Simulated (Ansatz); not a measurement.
**MnO2**

Level of theory: DFT, PBE with spin–orbit coupling, two-component spinors; plane waves to 420 eV with PAW datasets (Ansatz 0.2.0), 6×6×10 k-mesh, Gaussian smearing of 0.05 eV. The datasets are Ansatz's generated set soft_2.

```yaml
crystal:
  lattice:
    - [4.45017, 0.00000, 0.00000]
    - [0.00000, 4.45017, 0.00000]
    - [0.00000, 0.00000, 2.87657]
  atoms:
    - { symbol: Mn, position: [0.00000, 0.00000, 0.00000] }
    - { symbol: Mn, position: [0.50000, 0.50000, 0.50000] }
    - { symbol: O, position: [0.30553, 0.30553, 0.00000] }
    - { symbol: O, position: [0.19447, 0.80553, 0.50000] }
    - { symbol: O, position: [0.69447, 0.69447, 0.00000] }
    - { symbol: O, position: [0.80553, 0.19447, 0.50000] }
```

The chain of runs began from a cell as deposited in COD, expanded in volume.

Magnetic state: ferromagnetic, site spin moments Mn 2.58; O 0.55 μB, along [001] (Cartesian), which lowers the symmetry.

The run above is the reference. The same cell was run again with other input settings; several of them aren't fit for production, so the rows show the settings' effect and aren't properties of the material.

| keys changed | outcome | ΔE (meV/atom) | P (GPa) | gap on the mesh (eV) | cell moment (μB) | largest force component (eV/Å) | SCF iterations | rough core-seconds | new warnings |
| --- | --- | --- | --- | --- | --- | --- | --- | --- | --- |
| none (reference) | converged | 0.0 | 0.0 | metal | 6.00 | 0.008 | – | – | – |
| basis.ecutwfc: 420 → "300 eV" | converged | 367.0 | -2.0 | metal | 6.00 | 0.019 | 14 | 80 | cutoff below recommended |
| scf.occupations.method: "gaussian" → "fermi_dirac"; scf.occupations.width: 0.05 → 0.001; scf.eigensolver.kind: "davidson"; basis.precision: "f64" | converged | 0.0 | 0.0 | metal | 6.00 | 0.009 | 15 | 160 | – |
| hamiltonian.xc: "pbe" → "rpbe" | converged | – | 6.1 | metal | 6.00 | 0.038 | 16 | 170 | – |
| scf.lower_state_search: "off" | converged | 0.0 | 0.0 | metal | 6.00 | 0.008 | 16 | 140 | – |

ΔE is the energy with the smearing extrapolated to zero. It is left out where the change alters the Hamiltonian or the spin treatment. The varied runs start from atomic densities (corrected by the program's trained start where that serves), with the default search for lower states unless a row changes it, while the reference went on from a saved state, so a magnet may end in another state whatever the setting.

(1) What happens with these changes: scf.occupations.width: 0.05 → null; scf.occupations.method: "gaussian" → "tetrahedron"?

Answer:

(1) outcome converged, ΔE (meV/atom) 0.0, P (GPa) 0.0, gap on the mesh (eV) metal, cell moment (μB) 6.00, largest force component (eV/Å) 0.010, SCF iterations 16, rough core-seconds 140, new warnings band table not solved further; tetrahedron derivatives may miss energy slope.

2 further runs (cut off, refused for memory, with changed atoms or starts, or in doubt) are left out.

Of the reference: Site moments are of spin, integrated over Gaussian weights of 0.5 Å, which gives about a tenth less on f atoms than spheres do. Compounds of this kind are often insulators, Mott or charge-transfer ones with an open 3d shell, so the metal found may come from the functional, which lacks a U or exact exchange, or from the structure. No antiparallel order was tried.
